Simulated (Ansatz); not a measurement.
Here is the system:

Cd$_{2}$TeS:
```
Cd2TeS
1.0
    4.29164     0.00000     0.00000
   -2.14582     3.71667     0.00000
    0.00000     0.00000     7.06171
Cd Te S
2 1 1
Direct
  0.66667   0.33333   0.47201
  0.00000   0.00000   0.02476
  0.00000   0.00000   0.63143
  0.66667   0.33333   0.11980
```

This is the LDA-relaxed structure.

Question: All from LDA (plane waves, PAW; program Ansatz), unless another level is named. Predict the electronic character.

Answer: no gap, with almost no states at the Fermi level (zero-gap or semimetallic).

Question: And the formation energy from the elements (no fitted shifts)?

Answer: -0.44 eV/atom.

Space group P3m1. The workflow started from a Materials Project entry (that database holds measured and hypothetical structures alike); the Crystallography Open Database copy checked does not list it. Its standing as an ambient phase is unchecked. Symmetry was held in the LDA relaxation; of distortions, only those at the zone centre were tested. The references are the lowest solids computed at this level, not always the standard phases. Spin–orbit coupling is left out wherever it is not named.

Potentials: the later of the program's two PAW sets.
